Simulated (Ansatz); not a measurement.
# HfCrAgS₄ — electric field gradients

The cell is a computed structure from the Materials Project (it need not be an observed phase).

```cif
data_HfCrAgS4
_symmetry_space_group_name_H-M 'Imma'
_symmetry_Int_Tables_number 74
_cell_length_a 7.4275
_cell_length_b 7.4335
_cell_length_c 10.4295
_cell_angle_alpha 90.000
_cell_angle_beta 90.000
_cell_angle_gamma 90.000
loop_
_atom_site_label
_atom_site_type_symbol
_atom_site_symmetry_multiplicity
_atom_site_Wyckoff_symbol
_atom_site_fract_x
_atom_site_fract_y
_atom_site_fract_z
Hf Hf 4 a 0.0000 0.0000 0.0000
Cr Cr 4 d 0.2500 0.2500 0.7500
Ag Ag 4 e 0.5000 0.2500 0.1296
S7 S 8 i 0.2656 0.7500 0.4840
S9 S 8 h 0.5000 0.4661 0.7429
```

One atom of each set is listed; the run and its k-mesh use a cell of 14 atoms with edges of 7.40, 7.40, 7.40 Å.

Method: Kohn–Sham DFT in Ansatz, PBE, plane waves and PAW, scalar-relativistic, collinear spin, 420 eV cutoff, Γ-centred 5×5×5 k-points, Fermi–Dirac smearing 0.02 eV. Start moments as typed (μB): 3 on each Cr, none on the rest.

Conventions: |V_zz| ≥ |V_yy| ≥ |V_xx|, η = (V_xx − V_yy)/V_zz, C_Q = eQV_zz/h.

¹⁷⁹Hf: I = 9/2, Q = 3793 mb; ⁵³Cr: I = 3/2, Q = -150.0 mb; ³³S: I = 3/2, Q = -69.40 mb. Q values from Pyykkö, Mol. Phys. 116, 1328 (2018).

```tsv
site	atoms	first shell	V_zz (10²¹ V/m²)	η	C_Q (MHz)
Hf	2	6 S at 2.55 Å	-9.76	0.56	-895
Cr	2	6 S at 2.44–2.46 Å	-1.14	0.07	4.15
Ag	2	4 S at 2.49 Å	-2.34	0.81	–
S7	4	1 Cr at 2.44 Å, 1 Ag at 2.49 Å, 2 Hf at 2.55 Å	3.75	0.55	-6.28
S9	4	2 Cr at 2.46 Å, 1 Ag at 2.49 Å, 1 Hf at 2.55 Å	-5.10	0.13	8.56
```

At S7 V_zz points along its one bond to Cr (within 9°).

Ag has no stable isotope with a ground-state quadrupole moment in the table, so no C_Q is given.

Without spin–orbit coupling the gradients at and beside Hf can be off by some per cent, at some sites by more. All moments are parallel here, as the start or the cell imposes; many such compounds order antiparallel, where fields and spin densities carried over to other atoms largely cancel. The magnetic order is the one that the run reached from its start moments, not necessarily the measured one.
